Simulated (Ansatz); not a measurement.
An elastic tensor (GPa, Voigt order, standard axes) from r²SCAN (plane waves, PAW; program Ansatz):

```
 267  57.3  57.3   0.0   0.0   0.0
57.3   267  57.3   0.0   0.0   0.0
57.3  57.3   267   0.0   0.0   0.0
 0.0   0.0   0.0   127   0.0   0.0
 0.0   0.0   0.0   0.0   127   0.0
 0.0   0.0   0.0   0.0   0.0   127
```

Which of these materials gives this?
A) ScAl2, cubic Laves (MgCu2 type)
B) TiBe2, cubic Laves (MgCu2 type)
C) TiCo, CsCl type
D) TiC, rock salt

B, TiBe2, cubic Laves (MgCu2 type)

Space group Fd-3m (cubic Laves (MgCu2 type)). The workflow started from a Materials Project entry (that database holds measured and hypothetical structures alike); the Crystallography Open Database copy checked does not list it. Its standing as an ambient phase is unchecked. Symmetry was held in the r²SCAN relaxation; whether a distortion lowers the energy is not shown. The final state is ferromagnetic, chosen from 4 collinear starts compared on coarse meshes (ties went to the first, and starts can fall back to one state), not a proven ground state. Other orbital occupations within this spin state were not tried. As this level gives no gap, shear constants depend on the k-mesh and smearing (Fermi–Dirac, 0.1 eV here).

Potentials: the later of the program's two PAW sets.
